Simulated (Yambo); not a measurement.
```
CELL_PARAMETERS angstrom
      0.00000     2.87198     2.87198
      2.87198     0.00000     2.87198
      2.87198     2.87198     0.00000
ATOMIC_POSITIONS crystal
  S  0.50000 0.50000 0.50000
  Ca 0.00000 0.00000 0.00000
```

The PBEsol cell relaxed from Materials Project entry mp-1672 was given an isotropic strain of +2 % on all lattice vectors, and the atoms were relaxed again.

### Question
Where are the main features of Im ε from RPA with local fields on PBEsol bands shifted by a G0W0 scissor of 2.06 eV (Yambo; 12×12×12 mesh, 32 bands, 4 Ry local-field block, 0.2 eV broadening; field along x)?

### Answer
Peaks at 7.6 eV (5.9), 8.1 eV (6.0), 12.2 eV (1.5), 14.0 eV (1.9), heights in brackets. Structure narrower than a few tenths of an eV can come from the finite k mesh. Convergence of the RPA response with its 12×12×12 mesh was not tested. The scissor comes from a G0W0 run whose convergence isn't established. No excitonic effects at this level.
